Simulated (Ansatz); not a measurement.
Given:

Sb:
```xyz
1
Lattice="-1.5549 1.5549 2.6935 1.5549 -1.5549 2.6935 1.5549 1.5549 -2.6935" Properties=species:S:1:pos:R:3 pbc="T T T"
Sb     0.0000     0.0000     0.0000
```

This is the LDA-relaxed structure.

Question: All from the program Ansatz at the LDA level (PAW), unless another level is named. Give the electronic character.

Answer: metallic (no gap).

Question: Predict the density of states at the Fermi level.

Answer: 0.65 states/eV per atom (mean over ±0.08 eV).

Space group I4/mmm (body-centred tetragonal). The workflow started from an entry of the Crystallography Open Database (COD), which files this formula under 5 space groups. It is not the phase usual at ambient conditions (space group No. 166). Symmetry was held in the LDA relaxation. At this level the phase is mechanically unstable. The volume moved by 16 % from the start of the relaxation. Scalar-relativistic: spin–orbit coupling is off unless named, which matters more the heavier the elements.

Potentials: the later of the program's two PAW sets.
